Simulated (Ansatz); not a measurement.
The end of the path is a generated cell of SiW: the first start was made by placing the elements on the sites of a structure type, and the end was not matched to a known phase here, so it may be hypothetical.

A geometry of SiW away from equilibrium: step 4 of the relaxation of a generated cell, SiW built in the AFLOW prototype AB_oP8_62_c_c (B29, as in SnS). Computed with r2SCAN (plane waves to 500 eV, PAW, scalar-relativistic; Ansatz, a first-principles code). Γ-centred k-mesh 4×9×9 on the run's cell, Fermi–Dirac smearing 0.05 eV. The plane waves were selected for a different cell earlier on the path.

```xyz
8
Lattice="9.3109 0.0000 0.0000 0.0000 3.5692 0.0000 0.0000 0.0000 3.5539" Properties=species:S:1:pos:R:3 pbc="T T T"
Si     5.4135     0.8923     1.6886
Si     0.7580     0.8923     0.0884
Si     3.8975     2.6769     1.8654
Si     8.5529     2.6769     3.4655
W      3.3638     0.8923     0.1331
W      8.0192     0.8923     1.6439
W      5.9472     2.6769     3.4208
W      1.2917     2.6769     1.9101
```

Give the Cartesian forces on all atoms (eV/Å).


| atom | Fx | Fy | Fz |
|---|---|---|---|
| Si1 | 1.02 | 0.00 | -0.11 |
| Si2 | 1.02 | 0.00 | 0.11 |
| Si3 | -1.02 | 0.00 | 0.11 |
| Si4 | -1.02 | 0.00 | -0.11 |
| W5 | 0.34 | 0.00 | -0.26 |
| W6 | 0.34 | 0.00 | 0.26 |
| W7 | -0.34 | 0.00 | 0.26 |
| W8 | -0.34 | 0.00 | -0.26 |

The path ends in Cmcm (No. 63). No spin polarisation in the result.

The run could not lose the symmetry of its start: the end is stationary, and may be a saddle point rather than a minimum.
